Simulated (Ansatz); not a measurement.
One crystal and one scan (energy over volume and axial ratio) at two levels, PBE (plane waves to 420 eV, PAW, scalar-relativistic; Ansatz, a program for electronic structure) and PBEsol (plane waves to 420 eV, PAW, scalar-relativistic; Ansatz), each from its own relaxed cell and on its own mesh.

The crystal is ZrC (rock salt); volume and axial ratio are varied about the relaxed values (subscript 0).

E stands for the smeared free energy. ZrC is run without spin polarisation. ZrC was relaxed with its symmetry unable to fall. With partly filled bands, the response to shear is sensitive to the k mesh, so small differences along c/a are uncertain. Both scans cover V/V₀ from 0.920 to 1.080 and (c/a)/(c/a)₀ from 0.920 to 1.080.

```tsv
quantity	run 1	run 2
Lattice constant a (Å)	4.709	4.669
Shear modulus C′ = (C11 − C12)/2 (fit, atoms clamped) (GPa)	177	194
```

**Question.** Which run is which level?

**Answer.** Run 1 is PBE, run 2 is PBEsol. PBE gives the higher value for: lattice constant a. PBE gives the lower value for: shear modulus C′.

(Under strain, the slope of the energy per volume gives the stress and its curvature an elastic modulus.)
